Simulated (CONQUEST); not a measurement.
Consider a self-consistent single point of ZnS (P6_3mc, 16 atoms in the cell; from Materials Project mp-10281, changed as shown).

```xyz
16
Lattice="3.8089 0.0000 0.0000 0.0000 6.5973 0.0000 0.0000 0.0000 12.7017" Properties=species:S:1:pos:R:3 pbc="T T T"
Zn     1.9045     1.0996     9.5253
Zn     0.0000     2.1991     3.1745
Zn     0.0000     0.0000     6.3508
Zn     0.0000     0.0000     0.0000
Zn     0.0000     4.3982     9.5253
Zn     1.9045     5.4977     3.1745
Zn     1.9045     3.2986     6.3508
Zn     1.9045     3.2986     0.0000
S      1.9045     1.0996    11.9107
S      0.0000     2.1991     5.5599
S      0.0000     0.0000     8.7304
S      0.0000     0.0000     2.3795
S      0.0000     4.3982    11.9107
S      1.9045     5.4977     5.5599
S      1.9045     3.2986     8.7304
S      1.9045     3.2986     2.3795
```

All values come from this method and carry its errors: CONQUEST 1.3 with PBE, numerical atomic orbitals double-zeta with polarisation (the shipped basis), PseudoDojo norm-conserving potentials made for PBE.

CONQUEST settings:

- basis: DZP
- Diag.MPMeshX, Y, Z: 4 2 1
- potentials: PseudoDojo norm-conserving PBE
- Grid.GridCutoff: 175 Ha
- DM.SolutionMethod: diagon
- Diag.MPShiftZ: 0.50000000
- Diag.kT: 0.0001 Ha
- minE.SCTolerance: 1.0e-06
- SC.MaxIters: 100
- SC.LinearMixingFactor: 0.3
- SC.KerkerPreCondition: true
- SC.KerkerFactor: 0.1 1/bohr
- AtomMove.TypeOfRun: static

Results:

| Quantity | Value |
|---|---|
| Number of valence electrons | 208 |
| Number of bands | 256 |
| Number of k-points after the program's reduction | 8 |
| Size of the basis | 256 |
| Number of SCF iterations | 7 |
| FFT grid | 48 × 80 × 144 |
| Free energy E − TS | -47916.9935 eV |
| Pressure | 3.15 GPa |
| Largest force (vector length) | 0.168 eV/Å |

Forces (eV/Å):
| atom | Fx | Fy | Fz |
|---|---|---|---|
| Zn1 | 0.000 | 0.004 | 0.162 |
| Zn2 | 0.000 | -0.004 | 0.162 |
| Zn3 | 0.000 | -0.009 | 0.115 |
| Zn4 | 0.000 | 0.009 | 0.115 |
| Zn5 | 0.000 | 0.004 | 0.162 |
| Zn6 | 0.000 | -0.004 | 0.162 |
| Zn7 | 0.000 | -0.009 | 0.115 |
| Zn8 | 0.000 | 0.009 | 0.115 |
| S9 | 0.000 | -0.006 | -0.168 |
| S10 | 0.000 | 0.006 | -0.168 |
| S11 | 0.000 | 0.008 | -0.143 |
| S12 | 0.000 | -0.008 | -0.143 |
| S13 | 0.000 | -0.006 | -0.168 |
| S14 | 0.000 | 0.006 | -0.168 |
| S15 | 0.000 | 0.008 | -0.143 |
| S16 | 0.000 | -0.008 | -0.143 |

For comparison: a first run was changed to give this one (lattice vector c scaled by 1.02), and from it to this one the free energy goes down by 7.4 meV/atom and the pressure goes from 4.65 to 3.15 GPa.

The program uses no crystal symmetry, so grid and mesh can part values that symmetry would make equal. The atom-centred basis is finite, which shifts total energies, pressures and forces against plane waves. The structure comes from a collection of computed structures, made at another level of theory; the collection holds predicted forms beside known ones.

Cost on one core: around 120 core-seconds (rough).
